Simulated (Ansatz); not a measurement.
Simulated (Ansatz). Plane-wave DFT: an element X is put into a periodic supercell of the crystal below and the atoms relax. X is one of the candidates, and is told by the neutral defect's formation energy over the elements (uncorrected), its moments where the run had spin, and its relaxed neighbours, eight at most.

```
cell
1.0
    -2.1198    2.1198    4.8931
     2.1198   -2.1198    4.8931
     2.1198    2.1198   -4.8931
La Rh Si
1 1 3
Direct
  0.0002 0.0002 0.0000
  0.6539 0.6539 0.0000
  0.4117 0.4117 0.0000
  0.2621 0.7621 0.5000
  0.7621 0.2621 0.5000
```

| quantity | value |
| --- | --- |
| host atoms in supercell | 25 |
| functional | PBEsol |
| wave cutoff | 420 eV |
| k mesh | 3, 3, 3 |
| k shift | 0, 0, 0 mesh steps |
| gaussian smearing | 0.05 eV |
| start displacement | 0.05 angstrom |
| electrons started on | no chosen atoms |
| candidate elements | H, O, S, Ca, Fe, Y |
| found formation energy | 0.523 eV |
| found largest move from host sites | 0.595 angstrom |

| supercell vector | supercell times a (host cell vectors) | supercell times b (host cell vectors) | supercell times c (host cell vectors) |
| --- | --- | --- | --- |
| A | 0 | -1 | -2 |
| B | 1 | -1 | 1 |
| C | -2 | 0 | -1 |

```tsv
change element	change kind	change place a (host cell vectors)	change place b (host cell vectors)	change place c (host cell vectors)
X	interstitial	-1	-1.4583	-1.5417
```

```csv
found neighbour element,found neighbour distance (angstrom)
Rh,1.654
Si,1.896
La,2.399
Si,2.4
La,2.406
Rh,2.739
```

**Question.** Which element is X?

**Answer.** H.

Caveats: one random start near the defect, so other minima are possible; the supercell is small.
